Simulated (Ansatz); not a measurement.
Y (hcp, Mg type), conventional cell a = 3.656 Å, b = 3.656 Å, c = 5.679 Å, α = 90.00°, β = 90.00°, γ = 120.00°. The calculation uses the primitive cell of 2 atoms, to which meshes and values per cell refer.

Grid over V/V₀ and (c/a)/(c/a)₀, subscript 0 meaning the relaxed cell; the conventional c axis lies along z; no internal relaxation.

The numbers are results of PBE (plane waves to 420 eV, PAW, scalar-relativistic; Ansatz, a first-principles code), not measurements. k mesh 15×15×8 (Γ-centred), Fermi-Dirac smearing 0.05 eV. Compression counts positive. With partly filled bands, the response to shear is sensitive to the k mesh, so small differences along c/a are uncertain. The PAW data are Ansatz's earlier set. Y is run without spin polarisation. Y was relaxed with its symmetry unable to fall. The last digit holds for this mesh only.

Changes of σzz (GPa) from the point V/V₀ = 1.000, (c/a)/(c/a)₀ = 1.000 when one coordinate moves alone (two changes are said to add if the coupling is within 5 % of the smaller one, nearly so within 20 %):

```csv
point,change
"V/V₀ = 1.000, (c/a)/(c/a)₀ = 0.880",5.00
"V/V₀ = 1.000, (c/a)/(c/a)₀ = 0.940",2.50
"V/V₀ = 0.920, (c/a)/(c/a)₀ = 1.000",3.90
"V/V₀ = 0.960, (c/a)/(c/a)₀ = 1.000",1.78
"V/V₀ = 1.040, (c/a)/(c/a)₀ = 1.000",-1.49
"V/V₀ = 1.080, (c/a)/(c/a)₀ = 1.000",-2.75
"V/V₀ = 1.000, (c/a)/(c/a)₀ = 1.060",-2.08
"V/V₀ = 1.000, (c/a)/(c/a)₀ = 1.120",-3.65
```

Do the two effects add at V/V₀ = 0.920, (c/a)/(c/a)₀ = 1.120? Give the computed change.

The sum of the single changes is 3.90 + (-3.65) = 0.25; the calculation gives -0.46, so the coupling contributes -0.71 (under 20 % of the smaller single change, nearly additive).

Do the two effects add at V/V₀ = 0.960, (c/a)/(c/a)₀ = 0.880? Give the computed change.

The sum of the single changes is 1.78 + (5.00) = 6.78; the calculation gives 7.05, so the coupling contributes 0.27 (under 20 % of the smaller single change, nearly additive).

Do the two effects add at V/V₀ = 0.920, (c/a)/(c/a)₀ = 1.060? Give the computed change.

The sum of the single changes is 3.90 + (-2.08) = 1.82; the calculation gives 1.54, so the coupling contributes -0.28 (under 20 % of the smaller single change, nearly additive).

(Under strain, the slope of the energy per volume gives the stress and its curvature an elastic modulus.)
